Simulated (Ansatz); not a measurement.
**Data sheet: Os (DFT)**

Os:
```
CELL_PARAMETERS angstrom
     -1.53100     1.53100     1.53100
      1.53100    -1.53100     1.53100
      1.53100     1.53100    -1.53100
ATOMIC_POSITIONS crystal
  Os 0.00000 0.00000 0.00000
```

Space group Im-3m (No. 229), bcc (W type); conventional cell a = 3.062 Å, b = 3.062 Å, c = 3.062 Å, α = 90.00°, β = 90.00°, γ = 90.00°.

Method: the program Ansatz at the PBEsol level (PAW). The cell and atoms are relaxed at this level. Other levels are named where they apply.

### Cell and energy

```json
{
  "volume_per_atom": "14.35 Å³",
  "density": "22.01 g/cm³"
}
```

### Electronic structure

```json
{
 "electronic_character": "metallic (no gap)",
 "Density of states at the Fermi level": "1.3 states/eV per atom (mean over ±0.08 eV)",
 "Gap with spin–orbit coupling": "none (metallic)"
}
```

### Mechanics

```json
{
  "Bulk modulus (Birch–Murnaghan fit)": "3840 kbar",
  "Pressure derivative B′": "4.7",
  "Elastic constants (relaxed ions, GPa)": "C11 = 15.7, C12 = 568, C44 = 260",
  "mechanical_stability": "unstable (C has a negative eigenvalue)"
}
```

The start of the workflow was typed in or built on a structure type; neither database checked (COD, Materials Project) lists it. It is not the phase usual at ambient conditions (space group No. 194). Symmetry was held in the PBEsol relaxation. The run is not spin-polarised. As this level gives no gap, shear constants depend on the k-mesh and smearing (Fermi–Dirac, 0.1 eV here). Spin–orbit coupling is left out wherever it is not named.

Potentials: the earlier of the program's two PAW sets. The files were generated under PBE; for other functionals the program regenerates the frozen cores, and for LDA and PBEsol the local potential too.
